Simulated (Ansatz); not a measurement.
Consider the following.

Starting cell, ZrB2 (AlB2 type, space group P6/mmm):

```yaml
crystal:
  lattice:
    - [3.17143, 0.00000, 0.00000]
    - [-1.58571, 2.74654, 0.00000]
    - [0.00000, 0.00000, 7.08264]
  atoms:
    - { symbol: Zr, position: [0.00000, 0.00000, 0.00000] }
    - { symbol: Zr, position: [0.00000, 0.00000, 0.50000] }
    - { symbol: B, position: [0.33333, 0.66667, 0.25000] }
    - { symbol: B, position: [0.33333, 0.66667, 0.75000] }
    - { symbol: B, position: [0.66667, 0.33333, 0.25000] }
    - { symbol: B, position: [0.66667, 0.33333, 0.75000] }
```

The atoms are displaced by Q × the pattern below (from a DFPT mode at A = (0.0, 0.0, 0.5), largest move 1; Q in Å), at fixed cell. It is one choice among 2 degenerate patterns. (q is in reciprocal vectors of the primitive cell; the cell shown is doubled to hold the pattern.)

```tsv
atom	x	y	z
B3	0.000	1.000	0.000
B4	0.000	-1.000	0.000
B5	0.000	1.000	0.000
B6	0.000	-1.000	0.000
```

Atoms not listed stay in place.

Method: PBE (plane waves to 420 eV, PAW, scalar-relativistic; Ansatz, a quantum-chemistry and plane-wave program). k mesh 17×17×7 (Γ-centred), Fermi-Dirac smearing 0.05 eV. Energies are smeared free energies. With partly filled bands, energies and forces of such displacements shift with the k mesh and the smearing. ZrB2 is run without spin polarisation. ZrB2 was relaxed with its symmetry unable to fall. ΔE is measured from the undisplaced structure.

The scan covers Q from -0.180 to 0.180 Å in 13 points.

Problem. Which space group does the distorted structure have?

Solution. Cmcm (No. 63), lowered from P6/mmm.

Problem. What is the energy change at Q = 0.180 Å?

Solution. 415 meV/cell.

Problem. What harmonic wavenumber does the curvature at Q = 0 give?

Solution. 403 cm⁻¹.

(For displaced atoms, the force is minus the slope of the energy, and its curvature is a force constant, which sets phonon frequencies.)
